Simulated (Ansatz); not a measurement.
MgO in space group P3m1 (No. 156; Pearson symbol hP12), plane-wave PAW LDA (Ansatz code), all energies at zero smearing, with the estimated change up to a 700 eV cutoff added, with one set of potentials and settings (totals compare only within such a set). Cell of 12 atoms (6 Mg, 6 O): -14758.593 eV.

| element | reference phase | E (eV/atom) |
|---|---|---|
| Mg | P6_3/mmc, 2 atoms in the cell | -1901.6031 |
| O | C2/m, 4 atoms in the cell, spin-polarised | -552.6518 |

Formation energy per atom, worked out: (-14758.593 − 6×(-1901.6031) − 6×(-552.6518))/12 = -2.755 eV/atom (-266 kJ per mol of atoms), at 0 K, without zero-point energy or fitted corrections.

The first step of the workflow began from a Materials Project structure, measured or hypothetical; the Crystallography Open Database copy checked does not list it. It is not the phase usual at ambient conditions (space group No. 225). Symmetry was held in the LDA relaxation; phonons on a q-mesh show no instability. The references are the lowest solids computed at this level, not always the standard phases (solids in place of the gases).

Potentials: the later of the program's two PAW sets.
